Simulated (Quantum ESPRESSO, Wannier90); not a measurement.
Tight-binding from DFT: HgS (wurtzite)

```
begin unit_cell_cart
ang
    4.1963598426    0.0000000000    0.0000000000
   -2.0981799213    3.6341542271    0.0000000000
    0.0000000000    0.0000000000    6.8702500000
end unit_cell_cart
begin atoms_frac
Hg  -0.3333333333  0.3333333333 -0.4998800000
Hg   0.3333333333 -0.3333333333  0.0001200000
S   -0.3333333333  0.3333333333 -0.1251200000
S    0.3333333333 -0.3333333333  0.3748800000
end atoms_frac
```

Structure: Materials Project mp-973676, symmetrised, not relaxed again. Not found in the COD (Crystallography Open Database) copy used, which has the formula in other groups; not checked further. Computed values, not measurements, from PBEsol: Quantum ESPRESSO (norm-conserving PseudoDojo potentials, cutoff 53 Ry, spinors with spin-orbit coupling) on a Γ-centred 6×6×4 mesh, then Wannier90. Density: 12×12×6 mesh, Gaussian smearing 0.01 Ry. With spin-orbit coupling a semilocal functional can close or falsely invert a small gap; the band order was not checked against a better method.

A tight-binding model is made by disentanglement and projection with no localisation steps (num_iter = 0), so the 52 orbitals stay atom-like: hydrogen-like Hg: s;p;d; S: s;p, axes along x, y, z; frozen window up to 1.50 eV relative to the Fermi level. It follows pw.x to 1.0 meV rms for states up to 1.0 eV relative to the Fermi level. Matrix elements depend on this choice of orbitals and windows.

The 30 largest hoppings ⟨m,0|H|n,R⟩ between different sites (one of each Hermitian pair; signs follow the real orbitals' lobes; the list may end inside a set of equal values):

```csv
m,n,R,distance of the centres (Å),t (eV),Im t (eV)
S3 pz↑,Hg1 pz↑,0 0 0,2.80,2.500,0.000
S3 pz↓,Hg1 pz↓,0 0 0,2.80,2.500,0.000
S4 pz↑,Hg2 pz↑,0 0 0,2.80,2.500,0.000
S4 pz↓,Hg2 pz↓,0 0 0,2.80,2.500,0.000
Hg2 py↑,S3 py↑,1 0 0,2.74,2.099,0.000
Hg2 py↓,S3 py↓,1 0 0,2.74,2.099,0.000
S4 py↑,Hg1 py↑,1 0 1,2.74,2.099,0.000
S4 py↓,Hg1 py↓,1 0 1,2.74,2.099,0.000
S3 pz↑,Hg1 s↑,0 0 0,2.70,1.929,0.000
S3 pz↓,Hg1 s↓,0 0 0,2.70,1.929,0.000
S4 pz↑,Hg2 s↑,0 0 0,2.70,1.929,0.000
S4 pz↓,Hg2 s↓,0 0 0,2.70,1.929,0.000
S3 s↑,Hg1 pz↑,0 0 0,2.68,-1.834,0.000
S3 s↓,Hg1 pz↓,0 0 0,2.68,-1.834,0.000
S4 s↑,Hg2 pz↑,0 0 0,2.68,-1.834,0.000
S4 s↓,Hg2 pz↓,0 0 0,2.68,-1.834,0.000
Hg2 s↑,S3 py↑,1 0 0,2.68,1.817,0.000
Hg2 s↓,S3 py↓,1 0 0,2.68,1.817,0.000
S4 py↑,Hg1 s↑,1 0 1,2.68,-1.817,0.000
S4 py↓,Hg1 s↓,1 0 1,2.68,-1.817,0.000
Hg2 py↑,S3 s↑,1 0 0,2.64,-1.737,0.000
Hg2 py↓,S3 s↓,1 0 0,2.64,-1.737,0.000
S4 s↑,Hg1 py↑,1 0 1,2.64,1.737,0.000
S4 s↓,Hg1 py↓,1 0 1,2.64,1.737,0.000
Hg2 s↑,S3 px↑,1 -1 0,2.64,1.574,0.000
Hg2 s↓,S3 px↓,1 -1 0,2.64,1.574,0.000
S4 px↑,Hg1 s↑,1 -1 1,2.64,-1.574,0.000
S4 px↓,Hg1 s↓,1 -1 1,2.64,-1.574,0.000
Hg1 s↑,S4 px↑,0 1 -1,2.64,1.574,0.000
Hg1 s↓,S4 px↓,0 1 -1,2.64,1.574,0.000
```
